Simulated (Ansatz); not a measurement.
Relaxed-ion elastic tensor of Al₃GaAs₄ in space group P-4m2 (No. 115; Pearson symbol tP8) in GPa (Voigt order), the program Ansatz at the r²SCAN level (PAW); density 4.09 g/cm³, 22.84 Å³ per atom.

```
 145  26.7  54.2   0.0   0.0   0.0
26.7   145  54.2   0.0   0.0   0.0
54.2  54.2   117   0.0   0.0   0.0
 0.0   0.0   0.0  58.6   0.0   0.0
 0.0   0.0   0.0   0.0  58.6   0.0
 0.0   0.0   0.0   0.0   0.0  31.4
```

Q: Is the crystal mechanically stable?

A: Yes: the smallest eigenvalue of C is 31.4 GPa.

Q: Work out the Voigt, Reuss and Hill averages.

A: K_V = 75.1, K_R = 75.1, K_H = 75.1; G_V = 47.8, G_R = 43.5, G_H = 45.6 GPa.

Q: Give Young's modulus, Poisson's ratio, Pugh's ratio and the universal anisotropy index.

A: E = 9KG/(3K + G) = 114 GPa; ν = 0.25; K/G = 1.65 (brittle by the Pugh limit of 1.75); A_U = 5G_V/G_R + K_V/K_R − 6 = 0.49.

Q: Estimate the sound speeds and the Debye temperature.

A: v_l = √((K + 4G/3)/ρ) = 5760 m/s, v_t = √(G/ρ) = 3340 m/s, mean 3710 m/s; Θ = (h/k)(3n/4πV)^(1/3) v_m = 389 K.

Q: Solve the Christoffel equation for the three sound speeds along x, y, z.

A: Eigenvalues of C_ijkl n_j n_l equal ρv² (piezoelectric stiffening left out). In km/s, slowest first: x 2.77, 3.78, 5.94; y 2.77, 3.78, 5.94; z 3.78, 3.78, 5.34.

Q: How much does each axis shrink under pressure?

A: Linear compressibilities β_i = Σ_j S_ij (j = 1 to 3): x 4.4, y 4.4, z 4.5 per TPa.

The start of the workflow was typed in or built on a structure type; neither database checked (COD, Materials Project) lists it. Its standing as an ambient phase is unchecked. The cell was relaxed with r²SCAN under the symmetry of its start; its stability against distortions is not shown here.

Potentials: the earlier of the program's two PAW sets. The files were generated under PBE; for other functionals the program regenerates the frozen cores, and for LDA and PBEsol the local potential too.
